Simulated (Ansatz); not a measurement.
BaNbNO2 in space group P4/mmm (No. 123; Ba on 1a, Nb on 1d, N on 1c, O on 2e), a = b = 4.1169 Å, c = 4.0986 Å, α = β = γ = 90.00°.

Relaxed with r²SCAN. DFT-r²SCAN in the program Ansatz with PAW potentials gives a gap of 0.23 eV.

**Question.** What gap does HSE06 give on the same cell (Ansatz, PAW)?

**Answer.** 1.02 eV, 0.78 eV more. The hybrid was solved on a coarser mesh and at special points; the gap given is the minimum over both.

```
k  v1 r²SCAN  c1 r²SCAN  v1 HSE06  c1 HSE06
-  ---------  ---------  --------  --------
Γ       0.00       0.23      0.00      1.02
Z      -2.44       0.42         ?         ?
M      -0.50       2.80     -0.33      3.67
A      -0.45       3.77         ?         ?
R      -0.61       2.66         ?         ?
X      -0.20       0.57         ?         ?
```

**Question.** Top valence (v1) and lowest conduction level (c1) in eV from each method's valence maximum (which need not be a listed point): supply the withheld HSE06 values.

**Answer.** 
- Z, v1 HSE06: -2.47
- Z, c1 HSE06: 1.23
- X, v1 HSE06: -0.23
- X, c1 HSE06: 1.24
- R, v1 HSE06: -0.55
- R, c1 HSE06: 3.68
- A, v1 HSE06: -0.36
- A, c1 HSE06: 4.92

Cost on shared cores: the r²SCAN run (SCF on a 7×7×7 mesh, then bands and DOS) about 70 core-seconds (a rough figure), the HSE06 run (SCF on 4×4×4, then a few points) very roughly 2.1 core-minutes; the tasks are unlike.

The first step of the workflow began from a Materials Project structure, measured or hypothetical; the Crystallography Open Database copy checked does not list it. With N and O taken as one species the cell has the higher symmetry Pm-3m, so it may be an ordered model of a mixed-site phase. Its standing as an ambient phase is unchecked. The cell was relaxed with r²SCAN under the symmetry of its start. At this level the phase is dynamically unstable (imaginary phonons). No spin polarisation was allowed. Scalar-relativistic: spin–orbit coupling is off unless named, which matters more the heavier the elements.

Potentials: the later of the program's two PAW sets.
